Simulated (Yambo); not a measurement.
A G0W0@PBEsol run in Yambo for NH4I (space group P4/nmm, No. 129) (2×2×2 Γ-centred k mesh, 227 bands and a 7 Ry block in the screening, 227 bands in G with the Bruneval-Gonze terminator, plasmon pole fitted at 27.2 eV) gives these matrix elements, in eV, at the band edges (Γ → Γ):

| state | E0 | <Vxc> | <Σx> | <Σc(E0)> | Z |
|---|---|---|---|---|---|
| valence edge | 0.000 | -11.208 | -14.325 | 1.433 | 0.811 |
| conduction edge | 3.550 | -8.314 | -4.243 | -3.283 | 0.843 |

Solve the linearised quasiparticle equation for both states, give the gap, and say how exchange and correlation each act on it.

E = E0 + Z(Σx + Σc − Vxc). Valence: 0.000 + 0.811 × (-14.325 + (1.433) − (-11.208)) = -1.37 eV. Conduction: 3.550 + 0.843 × (-4.243 + (-3.283) − (-8.314)) = 4.21 eV. The gap is 5.58 eV, against 3.55 eV in PBEsol. Replacing Vxc by bare exchange alone would open it by 7.19 eV; correlation takes back 4.72 eV of that, and Z scales what is left. Nearest settings tried, and what they do to the gap: 142 bands in W, 142 bands in G: -34 meV; 6 Ry block (299 vectors against 363): -31 meV; 1×1×2 mesh: -345 meV. So the settings aren't converged at that level. The k mesh is coarse. Without spin-orbit coupling, band edges of such heavy elements can be off by tenths of an eV.

Geometry of the Materials Project entry, not relaxed at this level; primitive cell a = 6.149 Å, b = 6.149 Å, c = 4.414 Å, α = 90.00°, β = 90.00°, γ = 90.00°.

The structure is a Materials Project entry; no match was found in the copy of COD used, and its stability was not checked.

The distance between layers or molecules is the database entry's, not relaxed here. Functionals without dispersion can leave it too large, which widens gaps and weakens the response across layers: the numbers belong to this cell.
